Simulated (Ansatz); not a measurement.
HgPd:
Space group P4/mmm (No. 123); a = 3.0177 Å, b = 3.0177 Å, c = 3.7252 Å, α = 90.00°, β = 90.00°, γ = 90.00°

```csv
atom,site,symmetry,x,y,z
Hg,1a,4/mmm,0.0000,0.0000,0.0000
Pd,1d,4/mmm,0.5000,0.5000,0.5000
```

Relaxed at zero pressure with DFT-PBEsol in the program Ansatz with PAW potentials.

### Question
The volume is raised by 6 % and shape and atoms relax at that volume. What pressure results, and how do the axes share the change?

### Answer
-7.2 GPa; a 2.0 %, b 2.0 %, c 1.9 %; the energy rises by 24 meV/atom.

### Question
Give the new structure.

### Answer

Space group P4/mmm (No. 123); a = 3.078 Å, b = 3.078 Å, c = 3.795 Å, α = 90.00°, β = 90.00°, γ = 90.00°

```
atom  site  symmetry       x       y       z
----  ----  --------  ------  ------  ------
Hg      1a     4/mmm  0.0000  0.0000  0.0000
Pd      1d     4/mmm  0.5000  0.5000  0.5000
```

The phase is kept; no other phase was compared at this pressure.

The workflow started from an entry of the Crystallography Open Database (COD). Whether it is the stable phase at ambient conditions was not checked. The PBEsol relaxation kept the symmetry of its start; of distortions, only those at the zone centre were tested. No spin polarisation was allowed. Axis ratios of metals converge slowly with the k-mesh, so a and c are less sure than the volume. Scalar-relativistic: spin–orbit coupling is off unless named, which matters more the heavier the elements.

Potentials: the later of the program's two PAW sets.
